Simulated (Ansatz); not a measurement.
Input:

Al₂Cu:
```xyz
6
Lattice="-2.9681 2.9681 2.3905 2.9681 -2.9681 2.3905 2.9681 2.9681 -2.3905" Properties=species:S:1:pos:R:3 pbc="T T T"
Al     0.9469     3.9149     0.0000
Al     0.9469     2.0212     2.3905
Al     2.0212     0.9469     0.0000
Al     2.0212    -0.9469     2.3905
Cu     0.0000     0.0000     1.1953
Cu     0.0000     0.0000     3.5858
```

This is the LDA-relaxed structure.

### Question
All from the program Ansatz at the LDA level (PAW), unless another level is named. Estimate the formation energy from the elements (no fitted shifts).

### Answer
-0.19 eV/atom.

### Question
And the density of states at the Fermi level?

### Answer
0.33 states/eV per atom (mean over ±0.08 eV).

Space group I4/mcm. The cell was relaxed with LDA under the symmetry of its start; of distortions, only those at the zone centre were tested. No spin polarisation was allowed. The references are the lowest solids computed at this level, not always the standard phases.

Potentials: the later of the program's two PAW sets.
